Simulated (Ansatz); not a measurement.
Bi2S3:
```yaml
crystal:
  lattice:
    - [11.00808, 0.00000, 0.00000]
    - [0.00000, 3.93905, 0.00000]
    - [0.00000, 0.00000, 10.83561]
  atoms:
    - { symbol: Bi, position: [0.49531, 0.25000, 0.32417] }
    - { symbol: Bi, position: [0.00469, 0.75000, 0.82417] }
    - { symbol: Bi, position: [0.99531, 0.25000, 0.17583] }
    - { symbol: Bi, position: [0.50469, 0.75000, 0.67583] }
    - { symbol: Bi, position: [0.33190, 0.75000, 0.02990] }
    - { symbol: Bi, position: [0.16810, 0.25000, 0.52990] }
    - { symbol: Bi, position: [0.83190, 0.75000, 0.47010] }
    - { symbol: Bi, position: [0.66810, 0.25000, 0.97010] }
    - { symbol: S, position: [0.28096, 0.25000, 0.19546] }
    - { symbol: S, position: [0.21904, 0.75000, 0.69546] }
    - { symbol: S, position: [0.78096, 0.25000, 0.30454] }
    - { symbol: S, position: [0.71904, 0.75000, 0.80454] }
    - { symbol: S, position: [0.54993, 0.75000, 0.12937] }
    - { symbol: S, position: [0.95007, 0.25000, 0.62937] }
    - { symbol: S, position: [0.04993, 0.75000, 0.37063] }
    - { symbol: S, position: [0.45007, 0.25000, 0.87063] }
    - { symbol: S, position: [0.37684, 0.75000, 0.44266] }
    - { symbol: S, position: [0.12316, 0.25000, 0.94266] }
    - { symbol: S, position: [0.87684, 0.75000, 0.05734] }
    - { symbol: S, position: [0.62316, 0.25000, 0.55734] }
```

Relaxed with LDA. Special points in fractions of this cell's reciprocal vectors: Γ (0.000, 0.000, 0.000); X (0.500, 0.000, 0.000); S (0.500, 0.500, 0.000); Y (0.000, 0.500, 0.000); Z (0.000, 0.000, 0.500); U (0.500, 0.000, 0.500); R (0.500, 0.500, 0.500); T (0.000, 0.500, 0.500).

Q: List the band energies nearest the valence-band maximum at these points for plane-wave PAW LDA (Ansatz code).

A: In eV from the valence-band maximum; about four levels below and three above (degenerate sets whole), none deeper than 8.9 eV; points with the same levels are listed once.

```csv
k,below,above
Γ,-0.26 -0.26 -0.24 -0.10,1.09 1.66 1.70
X,-0.37 -0.37 -0.07 -0.07,1.67 1.67 1.70 1.70
S,-0.37 -0.37 -0.37 -0.37,2.26 2.26 2.26 2.26
Y,-0.58 -0.58 -0.22 -0.22,1.95 1.95 2.12 2.12
Z,-0.39 -0.39 -0.17 -0.17,1.45 1.45 2.22 2.22
U,-0.27 -0.27 -0.25 -0.25,1.63 1.63 2.16 2.16
R,-0.68 -0.68 -0.68 -0.68,2.02 2.02 2.02 2.02
T,-0.60 -0.60 -0.41 -0.41,1.76 1.76 2.04 2.04
```

Space group Pnma. Symmetry was held in the LDA relaxation. A crystal of weakly bound layers computed without a dispersion correction: the cell and the soft elastic constants depend strongly on that. Spin–orbit coupling is left out wherever it is not named.

Potentials: the later of the program's two PAW sets.
